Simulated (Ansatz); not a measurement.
Mo₂C:
```xyz
12
Lattice="4.7077 0.0000 0.0000 0.0000 6.0039 0.0000 0.0000 0.0000 5.1772" Properties=species:S:1:pos:R:3 pbc="T T T"
Mo     1.1545     5.2724     0.4132
Mo     3.5532     0.7315     4.7640
Mo     1.1993     3.7334     3.0018
Mo     3.5084     2.2704     2.1754
Mo     3.5084     3.7334     4.7640
Mo     1.1993     2.2704     0.4132
Mo     3.5532     5.2724     2.1754
Mo     1.1545     0.7315     3.0018
C      2.3539     5.2649     3.8829
C      2.3539     0.7390     1.2943
C      0.0000     3.7410     1.2943
C      0.0000     2.2629     3.8829
```

Relaxed with PBEsol. Special points in fractions of this cell's reciprocal vectors: Γ (0.000, 0.000, 0.000); X (0.500, 0.000, 0.000); S (0.500, 0.500, 0.000); Y (0.000, 0.500, 0.000); Z (0.000, 0.000, 0.500); U (0.500, 0.000, 0.500); R (0.500, 0.500, 0.500); T (0.000, 0.500, 0.500).

Question: List the band energies nearest the Fermi level at these points for the program Ansatz at the PBEsol with spin–orbit coupling level (PAW).

Answer: In eV from the Fermi level; about four levels below and three above (degenerate sets whole), none deeper than 8.9 eV; points with the same levels are listed once.

```csv
k,below,above
Γ,-0.65 -0.65 -0.61 -0.61,0.56 0.56 0.87 0.87
X,-0.86 -0.86 -0.86 -0.86,0.97 0.97 0.97 0.97
S,-0.85 -0.85 -0.78 -0.78,0.24 0.24 0.29 0.29
Y,-0.45 -0.45 -0.45 -0.45,0.18 0.18 0.18 0.18
Z,-0.44 -0.44 -0.44 -0.44,0.04 0.04 0.04 0.04
U,-0.59 -0.59 -0.59 -0.59,0.77 0.77 0.77 0.77
R,-0.66 -0.66 -0.66 -0.66,1.75 1.75 1.75 1.75
T,-2.01 -2.01 -2.01 -2.01,0.11 0.11 0.11 0.11 0.11 0.11 0.11 0.11
```

Space group Pbcn. The workflow started from a Materials Project entry (that database holds measured and hypothetical structures alike); the Crystallography Open Database files this formula in space group No. 60, but the cells were not matched. Whether it is the stable phase at ambient conditions was not checked. The PBEsol relaxation kept the symmetry of its start; of distortions, only those at the zone centre were tested. No spin polarisation was allowed.

Potentials: the earlier of the program's two PAW sets.
